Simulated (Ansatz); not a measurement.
In2Ag:
```
In2Ag
1.0
   -3.42631     3.42631     2.77595
    3.42631    -3.42631     2.77595
    3.42631     3.42631    -2.77595
In Ag
4 2
Direct
  0.34482   0.15518   0.50000
  0.65518   0.84482   0.50000
  0.15518   0.65518   0.81036
  0.84482   0.34482   0.18964
  0.75000   0.75000   0.00000
  0.25000   0.25000   0.00000
```

Relaxed with PBEsol. Special points in fractions of this cell's reciprocal vectors: Γ (0.000, 0.000, 0.000); X (0.000, 0.000, 0.500); M (-0.500, 0.500, 0.500); Z (0.414, 0.414, -0.414); Z0 (-0.414, 0.586, 0.414); P (0.250, 0.250, 0.250); N (0.000, 0.500, 0.000).

Problem. List the band energies nearest the Fermi level at these points for PBEsol (plane waves, PAW; program Ansatz).

Solution. In eV from the Fermi level; about four levels below and three above (degenerate sets whole), none deeper than 8.9 eV; points with the same levels are listed once.

```
k                    below                above
-  -----------------------  -------------------
Γ  -0.89 -0.60 -0.60 -0.47       0.28 0.28 0.70
X  -2.16 -0.94 -0.92 -0.34       0.48 0.90 3.81
M  -4.45 -4.45 -4.17 -2.12  1.94 2.35 3.41 3.41
Z  -4.43 -4.43 -4.12 -1.26  1.17 1.60 1.89 1.89
P  -4.99 -4.99 -4.74 -4.74  0.20 0.20 0.83 0.83
N  -3.26 -3.26 -2.85 -2.85  0.32 0.32 2.98 2.98
```

Space group I4/mcm. The first step of the workflow began from a Materials Project structure, measured or hypothetical; the Crystallography Open Database files this formula in space group No. 140, but the cells were not matched. Whether it is the stable phase at ambient conditions was not checked. The PBEsol relaxation kept the symmetry of its start; of distortions, only those at the zone centre were tested. No spin polarisation was allowed. Spin–orbit coupling is left out wherever it is not named.

Potentials: the later of the program's two PAW sets.
